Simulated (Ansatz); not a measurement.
Theory: DFT PBE, scalar-relativistic, plane waves, PAW (Ansatz 0.2.0). Cutoff 420 eV, Γ-centred meshes of about 0.25 Å⁻¹ or finer for metals and 0.3 Å⁻¹ for insulators (2π included), Gaussian smearing. No spin polarisation.

Temperature and zero-point effects are left out.

Compare these two cells of Nb3Si2O, each relaxed at this level.

A.

Space group P-6m2 (No. 187). a = 3.010 Å, b = 3.010 Å, c = 12.096 Å, α = 90.00°, β = 90.00°, γ = 120.00°
| atom | site | symmetry | x | y | z |
| --- | --- | --- | --- | --- | --- |
| Nb | 1b | -6m2 | 0.0000 | 0.0000 | 0.5000 |
| Nb | 2g | 3m. | 0.0000 | 0.0000 | 0.1576 |
| Si | 2h | 3m. | 0.3333 | 0.6667 | 0.3336 |
| O | 1a | -6m2 | 0.0000 | 0.0000 | 0.0000 |

B.

Space group P4/mbm (No. 127). a = 6.452 Å, b = 6.452 Å, c = 4.148 Å, α = 90.00°, β = 90.00°, γ = 90.00°
```tsv
atom	site	symmetry	x	y	z
Nb	2a	4/m..	0.5000	0.5000	0.0000
Nb	4h	m.2m	0.8183	0.3183	0.5000
Si	4g	m.2m	0.1278	0.3722	0.0000
O	2b	4/m..	0.5000	0.5000	0.5000
```

Question: Which would you expect to be lower, and how large is the difference?

Answer: B is lower, by 99 meV/atom. A has space group P-6m2 (No. 187), 15.8 Å³/atom and no gap on its mesh; B has space group P4/mbm (No. 127), 14.4 Å³/atom and no gap. Counting Nb or Si atoms around O (for each partner element, those within 1.25 times its shortest distance or 1.15 times the sum of covalent radii, where it is the nearest in units of that sum or under 1.3; a plus sign parts groups by distance over the sum of covalent radii), A has O 2 and B has O 2+4. B holds Si–Si pairs (shortest 2.33 Å); in A the shortest Si–Si distance is 3.01 Å. The denser one is the lower, and pressure would at first widen the difference. In A, Nb on a site of symmetry -6m2 has 6 Si at 2.66 Å and 6 Nb at 3.01 Å; around Si lie 6 Nb at 2.66–2.75 Å and 6 Si at 3.01 Å; O is surrounded by 2 Nb at 1.91 Å; 1 more site not described. In B, around Nb on a site of symmetry 4/m lie 2 O at 2.07 Å and 4 Si at 2.54 Å; around Si lie 1 Si at 2.33 Å, 2 Nb at 2.54 Å, 2 Nb at 2.71 Å and 4 Nb at 2.90 Å; O is surrounded by 2 Nb at 2.07 Å and 4 Nb at 2.36 Å; 1 more site not described. Both come from trial cells of a structure search, whose lowest cell (Pmc2_1, 14.8 Å³/atom) lies 178 meV/atom below the lower of the two.

A magnetic state wasn't ruled out in cells without spin, among them P-6m2, P4/mbm. With atoms moved at random, B (by 178 meV/atom) fell into a lower structure. A had no clear such test and can be a saddle point. Some types were kept out of the candidates beforehand, so the set may lack a known form.
